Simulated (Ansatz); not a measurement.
Polymorphs of B4C, each relaxed with plane-wave PAW PBEsol (Ansatz code):

A: Cm
a = 8.7424 Å, b = 5.5797 Å, c = 5.0277 Å, α = γ = 90.00°, β = 118.74°

```json
[
 {"atom": "B", "site": "2a", "symmetry": "m", "x": "0.0083", "y": "0.5000", "z": "0.1617"},
 {"atom": "B", "site": "4b", "symmetry": "1", "x": "0.3371", "y": "0.1609", "z": "0.5160"},
 {"atom": "B", "site": "4b", "symmetry": "1", "x": "0.1684", "y": "0.3375", "z": "0.4946"},
 {"atom": "B", "site": "2a", "symmetry": "m", "x": "0.1930", "y": "0.5000", "z": "0.8192"},
 {"atom": "B", "site": "2a", "symmetry": "m", "x": "0.3104", "y": "0.0000", "z": "0.1881"},
 {"atom": "B", "site": "4b", "symmetry": "1", "x": "0.4426", "y": "0.2545", "z": "0.3049"},
 {"atom": "B", "site": "4b", "symmetry": "1", "x": "0.0607", "y": "0.2432", "z": "0.7012"},
 {"atom": "B", "site": "2a", "symmetry": "m", "x": "0.4996", "y": "0.5000", "z": "0.0121"},
 {"atom": "C", "site": "2a", "symmetry": "m", "x": "0.4967", "y": "0.0000", "z": "0.8244"},
 {"atom": "C", "site": "2a", "symmetry": "m", "x": "0.3744", "y": "0.5000", "z": "0.1187"},
 {"atom": "C", "site": "2a", "symmetry": "m", "x": "0.1215", "y": "0.0000", "z": "0.8964"}
]
```

B: R-3m
a = 5.617 Å, b = 5.617 Å, c = 12.060 Å, α = 90.00°, β = 90.00°, γ = 120.00°

| atom | site | symmetry | x | y | z |
|---|---|---|---|---|---|
| B | 18h | .m | 0.1677 | 0.3354 | 0.0261 |
| B | 18h | .m | 0.2158 | 0.1079 | 0.1138 |
| C | 6c | 3m | 0.0000 | 0.0000 | 0.3896 |
| C | 3b | -3m | 0.0000 | 0.0000 | 0.5000 |

Rank these by energy per atom at 0 K (lowest first), as PBEsol gives it.

A (+0 meV/atom), B (+74 meV/atom)

Give each one's gap.

A 2.82 eV; B 1.46 eV.

Standing as an ambient phase not checked: A; B. All cells were relaxed under the symmetry of their starts (and spin orders); stability against distortions was not tested throughout.

Energies hold the estimated change up to a 700 eV cutoff; steps of a few meV lie near the error of the meshes.

Potentials: the earlier of the program's two PAW sets. The files were generated under PBE; for other functionals the program regenerates the frozen cores, and for LDA and PBEsol the local potential too.
